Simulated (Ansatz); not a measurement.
A geometry of As away from equilibrium: step 15 of the relaxation of a relaxed As cell displaced along its unstable phonon at q = Γ (112i cm⁻¹), largest move 0.15 Å. Calculation: PBE (plane waves to 420 eV, PAW, scalar-relativistic; Ansatz, a quantum-chemistry and plane-wave program). Γ-centred k-mesh 8×8×6 on the run's cell (coarser than for final values), Fermi–Dirac smearing 0.05 eV.

```yaml
crystal:
  lattice:
    - [3.87484, 0.00000, 0.00000]
    - [-1.93742, 3.35571, 0.00000]
    - [0.00000, 0.00000, 7.26840]
  atoms:
    - { symbol: As, position: [0.00000, 0.00000, 0.30175] }
    - { symbol: As, position: [0.00000, 0.00000, 0.69825] }
    - { symbol: As, position: [0.33333, 0.66667, 0.13083] }
    - { symbol: As, position: [0.66667, 0.33333, 0.86917] }
```

Which atoms carry the largest force, and which way does it point?

0.02 eV/Å, on As1, As2 (atoms numbered as listed); on As1 its components are (0.00, 0.00, 0.02).

What is the pressure?

+2.3 GPa, compression positive.

No spin polarisation in the result. No dispersion correction is included, so spacings between layers, chains or molecules are soft and tend to come out too large.

The run could not lose the symmetry of its start: the end is stationary, and may be a saddle point rather than a minimum.

The end of the path is a generated cell of As: the first start was made by placing the elements on the sites of a structure type, and the end was not matched to a known phase here, so it may be hypothetical. Known forms of As include space group No. 166.
